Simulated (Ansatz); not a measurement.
Li (bcc (W type), Im-3m) at seven volumes, plane-wave PAW r²SCAN (Ansatz code), scaled uniformly. One row is withheld.

| V (Å³/atom) | P (GPa) |
|---|---|
| 19.130 | 1.44 |
| 19.760 | ? |
| 20.391 | 0.42 |
| 21.021 | 0.00 |
| 21.652 | -0.37 |
| 22.283 | -0.69 |
| 22.913 | -0.98 |

Q: Fit the shown pressures and predict the withheld one.

A: P = (3/2)B₀(x^(7/2) − x^(5/2))[1 + (3/4)(B′ − 4)(x − 1)] with x = (V₀/V)^(2/3). Least squares on the six rows gives V₀ = 21.022 Å³/atom, B₀ = 13.1 GPa, B′ = 3.28. At V = 19.760, x = 1.0421 and P = 0.90 GPa. The run itself gave 0.90 GPa.

The cell was relaxed with r²SCAN under the symmetry of its start; phonons on a q-mesh show no instability.

Potentials: the later of the program's two PAW sets.
